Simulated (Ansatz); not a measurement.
**Property card for TiRh₃**

TiRh3:
```cif
data_Rh3Ti
_chemical_formula_sum 'Rh3 Ti1'
_space_group_name_H-M_alt 'P 1'
_space_group_IT_number 1
_cell_length_a 4.64347
_cell_length_b 4.64347
_cell_length_c 4.64347
_cell_angle_alpha 131.345
_cell_angle_beta 131.345
_cell_angle_gamma 71.265
loop_
_space_group_symop_operation_xyz
  'x, y, z'
loop_
_atom_site_label
_atom_site_type_symbol
_atom_site_fract_x
_atom_site_fract_y
_atom_site_fract_z
_atom_site_occupancy
Rh1 Rh 0.50000 0.50000 0.00000 1
Rh2 Rh 0.75000 0.25000 0.50000 1
Rh3 Rh 0.25000 0.75000 0.50000 1
Ti1 Ti 0.00000 0.00000 0.00000 1
```

Space group I4/mmm (No. 139); conventional cell a = b = 3.8257 Å, c = 7.5481 Å, α = β = γ = 90.00°.

Method: the program Ansatz at the PBEsol level (PAW). Structure relaxed to zero pressure with the same functional. Other levels are named where they apply.

### Cell and energy

Volume per atom: 13.81 Å³
Density: 10.72 g/cm³
Formation energy from the elements (no fitted shifts): -51 kJ/mol-atom

### Electronic structure

* **Electronic character**: metallic (no gap)
* **Density of states at the Fermi level**: 0.99 states/eV per atom (mean over ±0.08 eV)
* **Gap with spin–orbit coupling**: none (metallic)

### Mechanics

Bulk modulus (Birch–Murnaghan fit): 253 GPa
Pressure derivative B′: 4.8

### Phonons

Highest zone-centre frequency: 217 cm⁻¹
Zone-centre stability: no imaginary mode at Γ

The cell is a constructed one: a structure type filled with these elements; neither database checked (COD, Materials Project) lists it. COD files the formula under space group No. 221. Whether it is the stable phase at ambient conditions was not checked. The cell was relaxed with PBEsol under the symmetry of its start. The run is not spin-polarised. As this level gives no gap, phonon frequencies hold no LO–TO term and depend on the k-mesh and smearing (Fermi–Dirac, 0.1 eV here). Axis ratios of metals converge slowly with the k-mesh, so a and c are less sure than the volume. The references are the lowest solids computed at this level, not always the standard phases. Spin–orbit coupling is left out wherever it is not named.

Potentials: the earlier of the program's two PAW sets. The files were generated under PBE; for other functionals the program regenerates the frozen cores, and for LDA and PBEsol the local potential too.
